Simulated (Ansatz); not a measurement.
# FeCo$_{3}$Ge$_{4}$ (C2/m) at 2 levels of theory

One geometry, relaxed with PBE; plane waves with PAW potentials in Ansatz, scalar-relativistic. Collinear spin, ending at -1.8 μB a primitive cell. Gaps are the least over mesh and band path; pressure is positive in compression.

```
Fe Co Ge
1.0
     5.99097   -1.89922   -0.00435
     5.99097    1.89922   -0.00435
    -0.80719    0.00000    4.77399
Fe Co Ge
1 3 4
Direct
  0.00000 0.00000 0.50000
  0.00000 0.00000 0.00000
  0.80489 0.80489 0.17679
  0.19511 0.19511 0.82321
  0.18504 0.18504 0.31612
  0.81496 0.81496 0.68388
  0.42709 0.42709 0.21651
  0.57291 0.57291 0.78349
```

```
level  cutoff (eV)   k mesh  gap (eV)  pressure (GPa)  largest moment (μB)
  PBE          420  10×10×8         0             0.0                 1.34
```

What comes out on the same cell with r2SCAN?

| level | cutoff (eV) | k mesh | gap (eV) | pressure (GPa) | largest moment (μB) |
| --- | --- | --- | --- | --- | --- |
| r2SCAN | 500 | 10×10×8 | 0 | -3.6 | 1.99 |

The state reached may not be the lowest one.

The cell was found from a structure generator's guess, not taken from experiment.
